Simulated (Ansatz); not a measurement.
Level of theory: DFT PBE, scalar-relativistic, plane waves, PAW in Ansatz. Settings: cutoff 420 eV, Γ-centred meshes spaced at most about 0.3 Å⁻¹, and about 0.25 Å⁻¹ or finer for metals (2π included), Gaussian smearing. No spin polarisation in the final relaxations.

Temperature and zero-point effects are left out. All come from trial cells, and lower structures may exist.

Problem. Order these relaxed structures of Sr₃Al₂O by energy, lowest first, with the energy over the lowest of them.
A.

```
Sr Al O
1.0
     5.05525    0.00000    0.00000
    -2.52762    4.37797    0.00000
     0.00000    0.00000    7.02810
Sr Al O
3 2 1
Direct
  0.66667 0.33333 0.12350
  0.33333 0.66667 0.87650
  0.00000 0.00000 0.50000
  0.66667 0.33333 0.60027
  0.33333 0.66667 0.39973
  0.00000 0.00000 0.00000
```

B.

```
Sr Al O
1.0
     5.39170    0.00000    0.00000
    -2.69585    4.66935    0.00000
     0.00000    0.00000   10.54613
Sr Al O
3 2 1
Direct
  0.00000 0.00000 0.20101
  0.00000 0.00000 0.79899
  0.33333 0.66667 0.50000
  0.66667 0.33333 0.61792
  0.66667 0.33333 0.38208
  0.00000 0.00000 0.00000
```

C.

```
Sr Al O
1.0
     3.60990    2.08418    3.62703
    -3.60990    2.08418    3.62703
     0.00000   -4.16836    3.62703
Sr Al O
3 2 1
Direct
  0.00000 0.50000 0.50000
  0.50000 0.50000 0.00000
  0.50000 0.00000 0.50000
  0.10980 0.10980 0.10980
  0.89020 0.89020 0.89020
  0.50000 0.50000 0.50000
```

Solution. C (0 meV/atom), A (319 meV/atom), B (355 meV/atom). Forms: C R-3m; A P-3m1; B P-6m2. Counting Al or Sr atoms around O (for each partner element, those within 1.25 times its shortest distance or 1.15 times the sum of covalent radii, where it is the nearest in units of that sum or under 1.3; a plus sign parts groups by distance over the sum of covalent radii): C has O 6; A has O 6+2; B has O 2.

Cells relaxed within their symmetry can be saddle points. Some types were kept out of the candidates beforehand, so the set may lack a known form.
